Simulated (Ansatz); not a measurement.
A geometry of Ge$_{2}$Sb$_{2}$Te$_{5}$ away from equilibrium: the start of the relaxation of a generated cell, Ge2Sb2Te5 placed in the Ge2Sb2Te5-Kooi structure type. Calculation: PBE (plane waves to 420 eV, PAW, scalar-relativistic; Ansatz, a first-principles code). Γ-centred k-mesh 6×6×2 on the run's cell (coarser than for final values), Fermi–Dirac smearing 0.05 eV.

```xyz
9
Lattice="4.2200 0.0000 0.0000 -2.1100 3.6546 0.0000 0.0000 0.0000 17.2400" Properties=species:S:1:pos:R:3 pbc="T T T"
Te     0.0000     0.0000     0.0000
Ge     2.1100     1.2182     1.8274
Ge     0.0000     2.4364    15.4126
Te     0.0000     2.4364     3.5342
Te     2.1100     1.2182    13.7058
Sb     0.0000     0.0000     5.4651
Sb     0.0000     0.0000    11.7749
Te     2.1100     1.2182     7.2580
Te     0.0000     2.4364     9.9820
```

Question: What forces act on the atoms (eV/Å)?

Answer: 
| atom | Fx | Fy | Fz |
|---|---|---|---|
| Te1 | 0.00 | 0.00 | 0.00 |
| Ge2 | 0.00 | 0.00 | -0.30 |
| Ge3 | 0.00 | 0.00 | 0.30 |
| Te4 | 0.00 | 0.00 | -0.44 |
| Te5 | 0.00 | 0.00 | 0.44 |
| Sb6 | 0.00 | 0.00 | 0.63 |
| Sb7 | 0.00 | 0.00 | -0.63 |
| Te8 | 0.00 | 0.00 | -0.33 |
| Te9 | 0.00 | 0.00 | 0.33 |

Question: What is the pressure?

Answer: +1.5 GPa, compression positive.

Question: How far above the relaxed end point is this geometry?

Answer: 0.02 eV/atom; the path ends in P-3m1 (No. 164).

No spin polarisation in the result.

The run could not lose the symmetry of its start.

The first start was generated by placing the elements on the sites of a structure type. Materials Project lists a structure of Ge2Sb2Te5 in the same space group, P-3m1 (No. 164); the sites were not compared with it, nor with measured phases.
